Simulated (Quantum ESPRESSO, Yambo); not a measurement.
WO3 (space group P4/nmm, No. 129): one geometry, one set of PBEsol (Quantum ESPRESSO, PseudoDojo norm-conserving, 84 Ry, without SOC) orbitals, self-energies from Yambo (2×2×4 Γ-centred k mesh, bands 3 to 217 and a 8 Ry block in the screening, 217 bands in G with the Bruneval-Gonze terminator, plasmon pole fitted at 27.2 eV).

| level | gap Z → Γ (eV) | direct gap at Γ (eV) |
|---|---|---|
| PBEsol (Quantum ESPRESSO) | 0.58 | 0.59 |
| exchange only (Hartree-Fock self-energy on PBEsol orbitals) | … | … |
| static COHSEX@PBEsol | 2.10 | 2.11 |
| G0W0@PBEsol, plasmon pole | … | … |

Task: Complete the blanks.

Result: 
- exchange only (Hartree-Fock self-energy on PBEsol orbitals), gap Z → Γ (eV): 11.12
- exchange only (Hartree-Fock self-energy on PBEsol orbitals), direct gap at Γ (eV): 11.13
- G0W0@PBEsol, plasmon pole, gap Z → Γ (eV): 1.71
- G0W0@PBEsol, plasmon pole, direct gap at Γ (eV): 1.72

Bare exchange has no screening and gives the widest gap; static COHSEX screens it but leaves out the frequency dependence, which G0W0 restores.

Nearest settings tried, and what they do to the gap: 142 bands in G: +14 meV; 142 bands in W, 142 bands in G: +52 meV; 7 Ry block (243 vectors against 323): -10 meV; 2×2×2 mesh: -122 meV. So the settings aren't converged at that level.

Geometry of the Materials Project entry, not relaxed at this level; primitive cell a = b = 5.325 Å, c = 3.944 Å, α = β = γ = 90.00°.
